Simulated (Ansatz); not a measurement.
Each is relaxed and computed with plane-wave PAW r²SCAN (Ansatz code). Which is the only metal?
(A) TiC, P6_3/mmc (Ti on 2c, C on 2d)
(B) Y2CI2, P-3m1 (Y on 2d, C on 1a, I on 2d)
(C) WSe2, P6_3/mmc (W on 2c, Se on 4f)
(D) MgO, P6_3/mmc (Mg on 2c, O on 2d)

A, TiC, P6_3/mmc (Ti on 2c, C on 2d). TiC: metal; Y2CI2: gap 0.85 eV (indirect); WSe2: gap 1.33 eV (indirect); MgO: gap 4.09 eV (direct). Typed or built starts, not in the databases checked: TiC, P6_3/mmc (Ti on 2c, C on 2d). Not the usual ambient phase: TiC, P6_3/mmc (Ti on 2c, C on 2d); MgO, P6_3/mmc (Mg on 2c, O on 2d). Standing as an ambient phase not checked: Y2CI2, P-3m1 (Y on 2d, C on 1a, I on 2d). Weakly bound layers, chains or molecules computed without a dispersion correction, so cells and soft constants are ill determined: Y2CI2, P-3m1 (Y on 2d, C on 1a, I on 2d); WSe2, P6_3/mmc (W on 2c, Se on 4f). All cells were relaxed under the symmetry of their starts (and spin orders); stability against distortions was not tested throughout. Rows with no word on spin ran without spin polarisation. Scalar-relativistic: spin–orbit coupling is off unless named, which matters more the heavier the elements.

Potentials: the later of the program's two PAW sets.
